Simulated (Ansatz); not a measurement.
# Computed properties of YPt3

YPt₃:
```xyz
4
Lattice="-2.0237 2.0237 4.1662 2.0237 -2.0237 4.1662 2.0237 2.0237 -4.1662" Properties=species:S:1:pos:R:3 pbc="T T T"
Pt     0.0000     0.0000     4.1662
Pt     0.0000     2.0237     2.0831
Pt     2.0237     0.0000     2.0831
Y      0.0000     0.0000     0.0000
```

Space group I4/mmm (No. 139); conventional cell a = b = 4.047 Å, c = 8.332 Å, α = β = γ = 90.00°.

Method: plane-wave PAW PBEsol (Ansatz code). The cell and atoms are relaxed at this level. Other levels are named where they apply.

### Cell and energy

- Volume per atom: 17.06 Å³
- Density: 16.40 g/cm³
- Formation energy from the elements (no fitted shifts): -0.83 eV/atom

### Electronic structure

* **Electronic character**: metallic (no gap)
* **Density of states at the Fermi level**: 1.2 states/eV per atom (mean over ±0.08 eV)

### Mechanics

- Bulk modulus (Birch–Murnaghan fit): 185 GPa
- Pressure derivative B′: 5.0

### Phonons

* **Highest zone-centre frequency**: 5.69 THz
* **Zone-centre stability**: no imaginary mode at Γ

A made-up cell: these elements were put on the sites of a structure type; neither database checked (COD, Materials Project) lists it. COD files the formula under space group No. 221. Whether it is the stable phase at ambient conditions was not checked. The PBEsol relaxation kept the symmetry of its start. No spin polarisation was allowed. As this level gives no gap, phonon frequencies hold no LO–TO term and depend on the k-mesh and smearing (Fermi–Dirac, 0.1 eV here). Axis ratios of metals converge slowly with the k-mesh, so a and c are less sure than the volume. The references are the lowest solids computed at this level, not always the standard phases. Scalar-relativistic: spin–orbit coupling is off unless named, which matters more the heavier the elements.

Potentials: the earlier of the program's two PAW sets. The files were generated under PBE; for other functionals the program regenerates the frozen cores, and for LDA and PBEsol the local potential too.
